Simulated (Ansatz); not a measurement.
This run works on a generated trial structure, not on a known crystal.

Input and command of a plane-wave DFT calculation in Ansatz:

```yaml
crystal:
  lattice:
    - [1.5072303336, 0.8701998388, 12.7592425077]
    - [-1.5072303336, 0.8701998388, 12.7592425077]
    - [0.0, -1.7403996776, 12.7592425077]
  atoms:
    - { symbol: Ni, position: [0.0, 0.0, 0.0] }
    - { symbol: Ge, position: [0.1281181686, 0.1281181686, 0.1281181686] }
    - { symbol: Ge, position: [0.8718818314, 0.8718818314, 0.8718818314] }
    - { symbol: O, position: [0.5, 0.5, 0.5] }
    - { symbol: O, position: [0.356017661, 0.356017661, 0.356017661] }
    - { symbol: O, position: [0.643982339, 0.643982339, 0.643982339] }
    - { symbol: O, position: [0.22911368, 0.22911368, 0.22911368] }
    - { symbol: O, position: [0.77088632, 0.77088632, 0.77088632] }
basis:
  ecutwfc: 420
kpoints:
  mp_grid: { grid: [12, 12, 12] }
  band_path:
    path:
      - [[0.0, 0.0, 0.0], [0.5, 0.5, 0.5], [0.83023237, 0.16976763, 0.5]]
      - [[0.5, -0.16976763, 0.16976763], [0.5, 0.0, 0.0], [0.0, 0.0, 0.0], [0.33488382, -0.33488382, 0.0]]
      - [[0.66511618, 0.0, 0.33488382], [0.5, 0.0, 0.5], [0.0, 0.0, 0.0]]
    npoints: 14
hamiltonian:
  xc: pbe
  hubbard: { sites: [{ species: Ni, l: d, u_eff: 6.2 }] }
scf:
  occupations: { method: gaussian, width: 0.1 }
  n_extra_bands: 20
output:
  forces: true
  stress: true
  eigenvalues: true
  populations: true
  dos: { projected: true, de: 0.02, nscf_kmesh: { grid: [15, 15, 15] } }
  bader: true
  write_density: true
  write_potential: true
  elf: true
  volumetric_format: npy
```

```bash
ansatz run input.yaml --threads 1 --pin off --max-ram 2560MiB --backend cpu --events-out ev --progress --plain --runs-dir out
```

Processor: Arm Neoverse V2, 1 thread, on a host shared with other jobs.

Q: How long does it run, and how much memory does it take?

A: About 5.5 min, peak memory 2.1 GiB. It solves 58 bands at 189 k points (after reduction by symmetry) with about 1915 plane waves, in 17 SCF iterations.
